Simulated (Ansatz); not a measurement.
CdF₂ (fluorite), relaxed and computed with several functionals in Ansatz (plane waves, PAW).

| functional | a (Å) | gap (eV) | B₀ by P(V) fit (GPa) |
|---|---|---|---|
| HSE06 | ? | ? | ? |
| PBE | 5.481 | 2.92 | 93.4 |
| LDA | 5.297 | 2.99 | 127 |

Task: Complete the blanks.

Result: 
- HSE06, a (Å): 5.418
- HSE06, gap (eV): 5.14
- HSE06, B₀ by P(V) fit (GPa): 103

All cells were relaxed under the symmetry of their starts (and spin orders); stability against distortions was not tested throughout. Spin–orbit coupling is left out wherever it is not named.

Potentials: the later of the program's two PAW sets.

Ansatz (an electronic-structure program) is a plane-wave DFT program.
